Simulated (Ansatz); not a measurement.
A generated cell, in the space group of a known form (sites not compared), of NbAs: I4₁md (No. 109), tI8; a = 3.473 Å, b = 3.473 Å, c = 11.748 Å, α = 90.00°, β = 90.00°, γ = 90.00°; Nb 4a (0.000, 0.000, 0.249); As 4a (0.000, 0.000, 0.667). These are PBE (plane waves to 420 eV, PAW, scalar-relativistic; Ansatz, an electronic-structure program) values and carry that method's errors. Element references, the lowest calculated here: As (R-3m), Nb (Im-3m).

Total energies (eV/atom, σ → 0; comparable only within this code, potentials and settings):

| phase | E (eV/atom) |
|---|---|
| NbAs (I4₁md) | -4704.922 |
| As (R-3m) | -4856.143 |
| Nb (Im-3m) | -4552.315 |

Task: What is the formation energy of this I4₁md form of NbAs from the elements?

Result: E_f = -4704.922 − [1 × (-4552.315) + 1 × (-4856.143)] / 2 = -0.69 eV/atom (-1.4 eV per formula unit).

A lower structure of this composition may exist.

Static energies, no anion corrections, no zero-point energy. Values are rounded to 0.01 eV/atom. Not shown to be the ambient phase of their composition (a lower form may be missing, and a cell relaxed within its start's symmetry can be a saddle point): NbAs (I4₁md). The compounds carry no spin polarisation.
